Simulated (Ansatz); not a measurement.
Consider the following.

Relaxed GaN (zinc blende):

```xyz
4
Lattice="0.0000 4.5488 4.5488 2.2744 2.2744 4.5488 2.2744 2.2744 0.0000" Properties=species:S:1:pos:R:3 pbc="T T T"
N      3.4116     3.4116     3.4116
N      3.4116     5.6860     5.6860
Ga     0.0000     0.0000     0.0000
Ga     2.2744     4.5488     6.8232
```

The atoms are displaced by Q × the pattern below (from a DFPT mode at X = (0.5, 0.5, 0.0), largest move 1; Q in Å), at fixed cell. It is one choice among 2 degenerate patterns. (q is in reciprocal vectors of the primitive cell; the cell shown is doubled to hold the pattern.)

```
atom       x       y      z
----  ------  ------  -----
N1    -0.570   0.000  0.000
N2     0.570   0.000  0.000
Ga3    0.000  -1.000  0.000
Ga4    0.000   1.000  0.000
```

Calculation: PBE (plane waves to 420 eV, PAW, scalar-relativistic; Ansatz, a first-principles code). k mesh 12×12×12 (Γ-centred), Fermi-Dirac smearing 0.05 eV. Energies are smeared free energies. GaN was relaxed with its symmetry unable to fall. The PAW data are Ansatz's earlier set. ΔE is measured from the undisplaced structure.

The scan covers Q from -0.100 to 0.100 Å in 13 points.

Question: Which space group does the distorted structure have?

Answer: C222_1 (No. 20), lowered from F-43m.

Question: What is the energy change at Q = 0.100 Å?

Answer: 92.9 meV/cell.

Question: What harmonic wavenumber does the curvature at Q = 0 give?

Answer: 185 cm⁻¹.

(A displaced cell: forces are minus the slopes of the energy, force constants its curvatures, and phonons follow from these.)
